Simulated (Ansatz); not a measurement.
**Stress against strain in Li$_{2}$Pt**

```yaml
crystal:
  lattice:
    - [4.18600, 0.00000, 0.00000]
    - [-2.09300, 3.62518, 0.00000]
    - [0.00000, 0.00000, 2.66100]
  atoms:
    - { symbol: Li, position: [0.33333, 0.66667, 0.50000] }
    - { symbol: Li, position: [0.66667, 0.33333, 0.50000] }
    - { symbol: Pt, position: [0.00000, 0.00000, 0.00000] }
```

Atoms are numbered in the order listed.

The geometry is COD entry 1523301, unchecked; take it as a test cell.

Spin–orbit coupling is left out, though it moves levels of the heavy atoms by tenths of an eV or more.

Method: Ansatz 0.2.0, DFT, LDA, all-electron LAPW, scalar-relativistic.

The runs use a Γ-centred 9×9×12 k mesh, Fermi–Dirac smearing of 0.03 eV, basis error target 1 meV/atom, no spin polarisation.

The strain is applied along the Cartesian axes of the cell as listed (γ is the engineering shear, twice εxy = εyz = εzx). Fractional coordinates are held (clamped ions).

σ is the change of stress from the unstrained cell, which is at -4.41 GPa; tension is positive, so slopes are stress–strain coefficients at that pressure. In a metal the k mesh adds noise.

Only quantities that a quadratic follows smoothly over the whole series are listed; rougher ones are left out.

```tsv
γ	σxy (GPa)	σyz (GPa)
-0.0200	-0.73	-0.35
-0.0100	-0.36	-0.17
0.0000	0.00	0.00
0.0200	0.68	0.31
```

Problem. Fit the series and read off the stiffness at zero strain.

Solution. Least-squares fits y = p0 + p1 x + p2 x² to the rows give σxy (GPa): p1 = 35.3, p2 = -61; σyz (GPa): p1 = 16.5, p2 = -50.

Problem. One run, at γ = 0.0100, is withheld. Predict its row.

Solution. The fits give 0.35, 0.16; the run gave 0.35, 0.16.
